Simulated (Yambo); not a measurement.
## Convergence of the G0W0 gap of MgH2

G0W0@PBEsol for MgH$_{2}$ (space group Pbcn, No. 60) in Yambo. Reference settings: 4×2×2 Γ-centred k mesh, bands 17 to 173 and a 7 Ry block in the screening, 173 bands in G with the Bruneval-Gonze terminator, plasmon pole fitted at 27.2 eV. The PBEsol gap Γ → Γ on this mesh is 3.53 eV; G0W0 gaps are taken between the same points.

| change from the reference | G0W0 gap Γ → Γ (eV) | shift of the valence edge (eV) | rough Yambo cost |
|---|---|---|---|
| reference settings | 5.53 | -1.26 | 1 |
| 68 bands in W, 68 bands in G | 5.48 | -0.97 | about 1/2 |
| 68 bands in G | 5.52 | -1.19 | – |
| 113 bands in G | 5.53 | -1.24 | – |
| 113 bands in W, 113 bands in G | 5.50 | -1.16 | within a factor of two |
| 83 bands in W | 5.49 | -1.10 | within a factor of two |
| 2 Ry block | 5.16 | -0.90 | within a factor of two |
| 3 Ry block | 5.30 | -1.03 | within a factor of two |
| 6 Ry block | 5.48 | -1.22 | within a factor of two |
| pole fitted at 40 eV | 5.54 | -1.30 | – |
| no random integration | 5.50 | -1.26 | – |
| 2×2×2 mesh | 5.51 | -1.23 | within a factor of two |
| 68 bands in G, no terminator | 5.42 | -0.86 | – |
| 113 bands in G, no terminator | 5.47 | -1.09 | – |
| no terminator | 5.51 | -1.20 | – |

The reference isn't shown to be the converged limit. Costs are rough (shared machines), scaled to the same edge states, and given only for runs that recompute the screening. The mesh misses a band edge: along a dense path the PBEsol gap is 3.41 eV against 3.53 eV on the mesh.

Geometry of the Materials Project entry, not relaxed at this level; primitive cell a = 4.4791 Å, b = 5.3926 Å, c = 4.8955 Å, α = β = γ = 90.00°.

The structure is a Materials Project entry; no match was found in the copy of COD used, and its stability was not checked.

A shift is the quasiparticle energy of the state minus its PBEsol energy.
